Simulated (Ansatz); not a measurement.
SiRh: computed property card

SiRh:
```cif
data_RhSi
_chemical_formula_sum 'Rh1 Si1'
_space_group_name_H-M_alt 'P 1'
_space_group_IT_number 1
_cell_length_a 3.53342
_cell_length_b 3.53342
_cell_length_c 2.74295
_cell_angle_alpha 90.000
_cell_angle_beta 90.000
_cell_angle_gamma 120.000
loop_
_space_group_symop_operation_xyz
  'x, y, z'
loop_
_atom_site_label
_atom_site_type_symbol
_atom_site_fract_x
_atom_site_fract_y
_atom_site_fract_z
_atom_site_occupancy
Rh1 Rh 0.00000 0.00000 0.00000 1
Si1 Si 0.66667 0.33333 0.50000 1
```

Space group P-6m2 (No. 187); conventional cell a = 3.5334 Å, b = 3.5334 Å, c = 2.7429 Å, α = 90.00°, β = 90.00°, γ = 120.00°.

Method: the program Ansatz at the PBE level (PAW). The cell and atoms are relaxed at this level. Other levels are named where they apply.

### Cell and energy

* **Volume per atom**: 14.83 Å³
* **Density**: 7.33 g/cm³
* **Formation energy from the elements (no fitted shifts)**: -0.69 eV/atom

### Electronic structure

Electronic character: metallic (no gap)
Density of states at the Fermi level: 0.40 states/eV per atom (mean over ±0.08 eV)

### Mechanics

- Bulk modulus (Birch–Murnaghan fit): 183 GPa
- Pressure derivative B′: 4.6

A made-up cell: these elements were put on the sites of a structure type; neither database checked (COD, Materials Project) lists it. COD files the formula under space group No. 14, so this cell is another polymorph or a model. Its standing as an ambient phase is unchecked. Symmetry was held in the PBE relaxation; whether a distortion lowers the energy is not shown. The run is not spin-polarised. The references are the lowest solids computed at this level, not always the standard phases. Scalar-relativistic: spin–orbit coupling is off unless named, which matters more the heavier the elements.

Potentials: the later of the program's two PAW sets.
